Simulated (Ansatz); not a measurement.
Before relaxation, O put at a hollow Ti-Si-Si site (TiSi₂, Fddd (No. 70), (0 0 1) face):

```
CELL_PARAMETERS angstrom
4.75974 0.00000 0.00000
-2.35887 4.13410 0.00000
0.00000 0.00000 23.25811
ATOMIC_POSITIONS crystal
Ti 0.00000 0.00000 0.36546
Si 0.33733 0.66267 0.36546
Si 0.66267 0.33733 0.36546
Ti 0.00000 0.50000 0.46030
Si 0.65895 0.83890 0.45723
Si 0.34105 0.16110 0.45723
Ti 0.50000 0.50000 0.54960
Si 0.82185 0.13495 0.55029
Si 0.17815 0.86505 0.55029
O 0.16667 0.50000 0.61908
```

Computed with Ansatz 0.2.0, DFT r2SCAN, scalar-relativistic, plane waves, PAW. Plane waves to 500 eV, a k mesh through Γ of 7×7×1 on the computed 10-atom cell and Gaussian smearing (0.10 eV); no spin polarisation. A dipole correction removes the field between periodic images along c.

Atoms 1, 2, 3 (counted from 1) are held. The cell is fixed. Force threshold 0.03 eV/Å.

Task: Where does it end?

Result: The energy falls by 1.795 eV in 9 steps, to:

```yaml
crystal:
  lattice:
    - [4.75974, 0.00000, 0.00000]
    - [-2.35887, 4.13410, 0.00000]
    - [0.00000, 0.00000, 23.25811]
  atoms:
    - { symbol: Ti, position: [0.00000, 0.00000, 0.36546] }
    - { symbol: Si, position: [0.33733, 0.66267, 0.36546] }
    - { symbol: Si, position: [0.66267, 0.33733, 0.36546] }
    - { symbol: Ti, position: [0.99576, 0.49515, 0.45859] }
    - { symbol: Si, position: [0.66224, 0.83713, 0.45773] }
    - { symbol: Si, position: [0.33491, 0.15312, 0.45860] }
    - { symbol: Ti, position: [0.48888, 0.49834, 0.55025] }
    - { symbol: Si, position: [0.82748, 0.17222, 0.55432] }
    - { symbol: Si, position: [0.13106, 0.80539, 0.55575] }
    - { symbol: O, position: [0.14151, 0.48005, 0.60068] }
```

The end is the local minimum or symmetric point that this start leads to. The slab is only 4.3 Å thick, so the energy isn't converged with thickness.

Spin polarisation was left out, and a magnetic state may lie lower.

Cost: 1 run of about 14 core-minutes, on AMD EPYC 7R43 (Zen 3) (shared hosts).